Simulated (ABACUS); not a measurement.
A self-consistent single point of P (P-1, 2 atoms in the cell; from Materials Project mp-7245, changed as shown).

```xyz
2
Lattice="-1.7262 2.5667 1.8971 1.7607 -2.6181 1.9350 1.7262 2.5667 -1.8971" Properties=species:S:1:pos:R:3 pbc="T T T"
P      0.0018     3.8474     0.2043
P      1.7589    -1.3320     1.7307
```

Level of theory: PBEsol, PseudoDojo 0.4 standard norm-conserving PBEsol (tails mended) pseudopotentials (plane waves; ABACUS 3.10.1).

ABACUS settings:

- KPT: Gamma 10 10 10 0 0 0
- basis_type: pw
- ecutwfc: 44 Ry
- smearing_method: fd
- smearing_sigma: 0.00734986 Ry
- potentials: PseudoDojo 0.4 standard norm-conserving PBEsol (tails mended)
- symmetry: 1
- symmetry_prec: 1e-05
- ks_solver: dav_subspace
- scf_nmax: 100
- scf_thr: 1.0e-09 Ry
- mixing_type: broyden

Results:

| Property | Result |
|---|---|
| Number of valence electrons | 10 |
| Number of bands | 15 |
| Number of k-points after the program's reduction | 504 |
| Number of plane waves (most at a k-point) | 1157 |
| Number of SCF iterations | 6 |
| FFT grid | 30 × 30 × 30 |
| Free energy E − TS | -376.6286 eV |
| Fermi level (on the code's own zero) | 9.00 eV |
| Pressure | -7.61 GPa |
| Largest force (vector length) | 0.201 eV/Å |

Forces (eV/Å):
```
atom      Fx      Fy      Fz
----  ------  ------  ------
P1     0.096  -0.067   0.163
P2    -0.096   0.067  -0.163
```

Stress (GPa, positive for compression):
```
-8.71   0.76  -2.17
 0.76  -6.70   0.65
-2.17   0.65  -7.41
```

For comparison: a first run was changed to give this one (lattice vector b scaled by 1.02), and from it to this one the free energy goes up by 18.3 meV/atom, the pressure goes from -6.13 to -7.61 GPa and the largest force goes from 0.012 to 0.201 eV/Å.

The structure comes from a collection of computed structures, made at another level of theory; the collection holds predicted forms beside known ones. Its lattice was then scaled. No clean gap shows at this smearing width and mesh (spacing up to 0.24 Å⁻¹); the mesh is coarse for partly filled bands, so the values carry mesh errors.

Cost on one core: very roughly 4 core-minutes.

“Tails mended”: in these copies of the files the far tail of each local potential was reset to the Coulomb form.
